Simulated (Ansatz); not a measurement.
Input file of a DFT run on MoSi2 with Ansatz:

```yaml
crystal:
  lattice:
    - [-1.6089335962, 1.6089335962, 3.9345966507]
    - [1.6089335962, -1.6089335962, 3.9345966507]
    - [1.6089335962, 1.6089335962, -3.9345966507]
  atoms:
    - { symbol: Si, position: [0.3351368271, 0.3351368271, 0.0] }
    - { symbol: Si, position: [0.6648631729, 0.6648631729, 0.0] }
    - { symbol: Mo, position: [0.0, 0.0, 0.0] }
basis:
  ecutwfc: 500
  ecutrho_ratio: 4
kpoints:
  mp_grid: { grid: [14, 14, 14] }
hamiltonian:
  xc: r2scan
scf:
  occupations: { method: gaussian, width: 0.05 }
output:
  forces: true
  stress: true
  eigenvalues: true
relax:
  f_tol: 0.02
  max_steps: 40
  cell: { stress_tol: 0.2, fix: [volume] }
```

Launched as:
```sh
ansatz run input.yaml --threads 4 --pin off --max-ram 7168MiB --backend cpu --events-out ev --progress --plain --runs-dir out
```

The chain of runs began from a cell as deposited in COD, expanded in volume.

Q: Before reading the output: what should come out?

A: Energy lowered by 0.2 meV/atom, pressure -3.5 GPa, gap on the mesh zero (metallic) (r²SCAN, scalar-relativistic).

What the program printed, in part:

```
Pseudopotentials: kind: paw
Pseudopotential: Si, paw, valence charge 4, recommended cutoff 500 eV (meta_gga), Si.paw.azcp
Pseudopotential: Mo, paw, valence charge 14, recommended cutoff 500 eV (meta_gga), Mo.paw.azcp
Crystal: 3 atoms, lattice volume = 40.741 Å³
Basis set: ecut = 500 eV, 1039 PW (Γ), exchange–correlation on 144×144×144 points (64 copies of the dense FFT grid, shifted against one another)
Bands: 15, of which v1, the nominal top of the filled ones, is band 11 counted from 1 (10 counted from 0)
Symmetry: 16 space group operations
Space group: I4/mmm (ITA 139), of the structure as read, at distance tolerance 3.4e-5 Å
k-points: 244 of 2744
Initial density: superposition of atomic densities (neutral atoms: chi_scale 0, normalization atom), corrected by the library's trained network
Initial wavefunctions: pseudopotential atomic-orbital guess
Functional: x = r2scan, c = r2scan; τ floored in thin density (d = 2e-4 eV/Å³)
```

```
SCF iter   1: F=—  HF=-6247.100996 eV  |F-HF|=—  |Δ(HF+E_count)|=         —  Δρ=7.78e-3  dr2=1.84e-2  dr2_τ=3.35e-2
SCF iter   2: F=—  HF=-6247.136684 eV  |F-HF|=—  |Δ(HF+E_count)|=   3.57e-2  Δρ=4.83e-3  dr2=7.19e-3  dr2_τ=1.50e-4
SCF iter   3: F=—  HF=-6247.136243 eV  |F-HF|=—  |Δ(HF+E_count)|=   4.41e-4  Δρ=8.37e-4  dr2=2.93e-4  dr2_τ=7.74e-5
SCF iter   4: F=—  HF=-6247.136203 eV  |F-HF|=—  |Δ(HF+E_count)|=   3.96e-5  Δρ=2.55e-4  dr2=1.67e-5  dr2_τ=2.80e-6
SCF iter   5: F=—  HF=-6247.136212 eV  |F-HF|=—  |Δ(HF+E_count)|=   8.34e-6  Δρ=6.67e-5  dr2=2.68e-6  dr2_τ=2.54e-7
SCF iter   6: F=-6247.136212 eV  HF=-6247.136212 eV  |F-HF|=2.10e-7  |Δ(HF+E_count)|=   1.02e-7  Δρ=1.82e-5  dr2=9.58e-8  dr2_τ=9.76e-9
SCF 1 converged in 6 iterations: F = -6247.136212 eV  dr2 = 9.58e-8
relax step   1: F+E_penalty+E_count = -6247.13621174 eV  Δ(F+E_penalty+E_count) = +0.000e0 eV  max|allowed force component| = 6.847e-2 eV/Å  Δτ_max = 0.0000 Å  P = -3.593 GPa  Ω = 40.741 Å³  fix = [volume]  reactions: volume -3.593 GPa  (6 SCF iters, dr2 threshold 1.00e-7 eV, accepted)
SCF iter   1: F=—  HF=-6247.136484 eV  |F-HF|=—  |Δ(HF+E_count)|=         —  Δρ=4.73e-4  dr2=7.49e-5  dr2_τ=2.31e-4
SCF iter   2: F=—  HF=-6247.136635 eV  |F-HF|=—  |Δ(HF+E_count)|=   1.50e-4  Δρ=1.64e-4  dr2=8.82e-6  dr2_τ=8.71e-7
...
SCF 2 converged in 5 iterations: F = -6247.136634 eV  dr2 = 3.22e-8
SCF 3 converged in 4 iterations: F = -6247.136701 eV  dr2 = 1.49e-7
...
SCF iter   2: F=—  HF=-6247.136703 eV  |F-HF|=—  |Δ(HF+E_count)|=   5.54e-7  Δρ=1.46e-5  dr2=1.70e-7  dr2_τ=1.78e-8
SCF iter   3: F=—  HF=-6247.136703 eV  |F-HF|=—  |Δ(HF+E_count)|=   2.94e-8  Δρ=5.41e-6  dr2=1.09e-8  dr2_τ=1.13e-9
SCF iter   4: F=-6247.136703 eV  HF=-6247.136703 eV  |F-HF|=2.01e-10  |Δ(HF+E_count)|=   1.37e-9  Δρ=1.21e-6  dr2=3.67e-10  dr2_τ=3.26e-11
SCF 4 converged in 4 iterations: F = -6247.136703 eV  dr2 = 3.67e-10
```

```
SCF converged after 4 iterations
Free energy (F): -6247.136703 eV
E sigma→0 (E₀):  -6247.136480 eV
Entropy (-TS):   -0.000446 eV (-0.149 meV/atom)
Fermi energy:    15.746849 eV
--- Forces (eV/Å), atoms counted from 1 ---
  atom   1  Si     0.00000000     0.00000000     0.00941406
  atom   2  Si     0.00000000     0.00000000    -0.00941406
  atom   3  Mo     0.00000000     0.00000000     0.00000000
--- Stress (GPa, compression-positive) ---
       -3.494272       0.000000       0.000000
        0.000000      -3.494272       0.000000
        0.000000       0.000000      -3.425772
  P = ⅓ Tr σ = -3.4714 GPa (-34.714 kbar)
--- Relaxed structure (3 steps of the walk, 3 accepted, 1 SCFs on fresh bases) ---
  F+E_penalty+E_count = -6247.13670284 eV   max|allowed force component| = 9.414e-3 eV/Å   (the final SCF, on the basis selected at the relaxed cell)
  cell:  # Å, volume = 40.7414 Å³
    - [-1.61050, 1.61050, 3.92694]
    - [1.61050, -1.61050, 3.92694]
    - [1.61050, 1.61050, -3.92694]
  atoms:
    - { symbol: Si, position: [0.33550, 0.33550, 0.00000] }
    - { symbol: Si, position: [0.66450, 0.66450, 0.00000] }
    - { symbol: Mo, position: [0.00000, 0.00000, 0.00000] }
```

It ran for 19 s on 4 threads of Arm Neoverse V2 (shared host), peak memory 0.71 GiB.

Absolute energies hang on the potentials; compare differences alone.
